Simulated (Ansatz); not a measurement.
## ZrVSi: enthalpy against pressure

ZrVSi, P4/nmm, a = 3.649 Å, c = 7.178 Å. The structure is a COD entry; whether it is the stable form wasn't checked. Ansatz: PBEsol, PAW, 420 eV, Γ-centred 10×10×6 mesh on 6 atoms, Gaussian smearing 0.10 eV; no spin polarisation. Cell and atoms are relaxed at each pressure, and no other structure is tried, so the rows at high pressure may lie past a change of phase. y is the enthalpy over the state at zero pressure; there V0 = 15.929 Å³/atom. The pressures are the targets, met within 0.04 GPa.

| P (GPa) | y (eV/atom) |
| --- | --- |
| -2.0 | -0.2001 |
| 0.0 | 0.0000 |
| 2.0 | 0.1977 |
| 5.0 | 0.4899 |
| 10.0 | ? |
| 20.0 | 1.8871 |
| 40.0 | 3.6215 |

Task: Fit y = c1 P + c2 P² + c3 P³ to the other rows, say what c1 and c2 mean, and predict the missing value.

Result: Least squares on the rows shown. y = 0.099383 P − 0.00028180 P² + 1.5163×10⁻⁶ P³. Since dH/dP = V, c1 is V0: 0.099383 eV/GPa × 160.2 = 15.921 Å³ against 15.929; c2 = −V0/(2B0) gives B0 = 176 GPa, where a Birch–Murnaghan fit to the volumes of the same runs (not shown) gives 166 GPa: a cubic over this range folds the higher terms into c2. At P = 10.0 the fit asked for gives 0.9672 eV/atom. The run gave 0.9668 eV/atom, so the fit is 0.0004 eV/atom too high, a small miss on the scale of the series.